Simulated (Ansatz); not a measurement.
BeTe:
```xyz
2
Lattice="0.0000 2.8157 2.8157 2.8157 0.0000 2.8157 2.8157 2.8157 0.0000" Properties=species:S:1:pos:R:3 pbc="T T T"
Be     0.0000     0.0000     0.0000
Te     1.4079     1.4079     1.4079
```

Relaxed with HSE06.

**Question.** Give the Bader charges and basin volumes of the independent atoms, the program Ansatz at the HSE06 level (PAW).

**Answer.** 

| atom | Bader charge (e) | Bader volume (Å³) |
|---|---|---|
| Be1 | +1.53 | 3.1 |
| Te2 | -1.53 | 41.5 |

Space group F-43m (zinc blende). Symmetry was held in the HSE06 relaxation. Scalar-relativistic: spin–orbit coupling is off unless named, which matters more the heavier the elements.

Potentials: the earlier of the program's two PAW sets.
